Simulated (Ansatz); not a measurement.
## Structures of Hf$_{2}$Mo: which is lowest?

Plane-wave DFT in Ansatz with scalar-relativistic PAW potentials, cutoff 420 eV, Γ-centred meshes chosen by cell and gap, Gaussian smearing with energies taken to zero width. Every cell was relaxed (cell and atoms) in a run of its own, within the symmetry of its start. Functional: PBE.

Relaxed structures (starts from databases or built by putting these elements on another compound's sites):
A. I4/mmm, 3 atoms in the computed cell, a = 3.385 Å, c = 10.450 Å; sites (symmetry × multiplicity) Hf 4mm × 4, Mo 4/mmm × 2; start: built
B. P6/mmm, 3 atoms in the computed cell, a = 4.870 Å, c = 2.837 Å; sites (symmetry × multiplicity) Hf -6m2 × 2, Mo 6/mmm × 1; start: built
C. R-3m, 3 atoms in the computed cell, a = 3.262 Å, c = 20.019 Å; sites (symmetry × multiplicity) Hf 3m × 6, Mo -3m × 3; start: built

Question: Rank them by energy. Could pressure change the order?

Answer:
| structure | group | E − E(lowest) (meV/atom) | V (Å³/atom) | gap on mesh (eV) |
| --- | --- | --- | --- | --- |
| A | I4/mmm | 0.0 | 19.96 | 0.00 |
| C | R-3m | 205 | 20.50 | 0.00 |
| B | P6/mmm | 326 | 19.42 | 0.00 |

A is lowest, 205 meV/atom under C. The two lowest differ in volume by under 3 %, too little for a first-order estimate of what pressure does to that pair (other pairs aren't weighed here); with rigid cells even 3 % in favour of the higher one would need about 55 GPa. Other structures may lie lower than all of these, and vibrations aren't counted.

Spin-orbit coupling is left out, which matters for the bands of heavy elements.